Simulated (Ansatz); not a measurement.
All numbers below come from Ansatz, DFT PBE, scalar-relativistic, plane waves, PAW. All cells share a 420 eV cutoff and Γ-centred k meshes spaced at most about 0.3 Å⁻¹ (2π included). No spin polarisation in the final relaxations.

These are static total energies at zero pressure.

Two forms of GeCl₂ were relaxed alike.

A.

```
CELL_PARAMETERS angstrom
0.00000 3.30962 3.30962
3.30962 0.00000 3.30962
3.30962 3.30962 0.00000
ATOMIC_POSITIONS crystal
Ge 0.00000 0.00000 0.00000
Cl 0.25000 0.25000 0.25000
Cl 0.75000 0.75000 0.75000
```

B.

```
CELL_PARAMETERS angstrom
0.00000 5.81621 5.81621
5.81621 0.00000 5.81621
5.81621 5.81621 0.00000
ATOMIC_POSITIONS crystal
Ge 0.75000 0.75000 0.75000
Ge 0.50000 0.50000 0.50000
Cl 0.62500 0.62500 0.62500
Cl 0.62500 0.62500 0.12500
Cl 0.62500 0.12500 0.62500
Cl 0.12500 0.62500 0.62500
```

Question: Which form is favoured at zero pressure, and by what margin per atom?

Answer: B is lower, by 39 meV/atom. A has the fluorite type, space group Fm-3m (No. 225), 24.2 Å³/atom and a gap of 2.67 eV on its mesh; B has the beta-cristobalite type, space group Fd-3m (No. 227), 65.6 Å³/atom and a gap of 0.62 eV. Counting Cl atoms around Ge (those within 1.25 times the shortest such distance or 1.15 times the sum of covalent radii; the shortest distance is added where it is long for a bond), A has Ge 8 from 2.9 Å and B has Ge 4. The lower one is the more open, so pressure narrows the difference. In A, Ge has 8 Cl at 2.87 Å; Cl has 4 Ge at 2.87 Å and 6 Cl at 3.31 Å. In B, around Ge lie 4 Cl at 2.52 Å; Cl has 2 Ge at 2.52 Å. Both come from invented guesses.

Kohn–Sham gaps at this level usually fall short of measured ones. Cells relaxed within their symmetry can be saddle points.
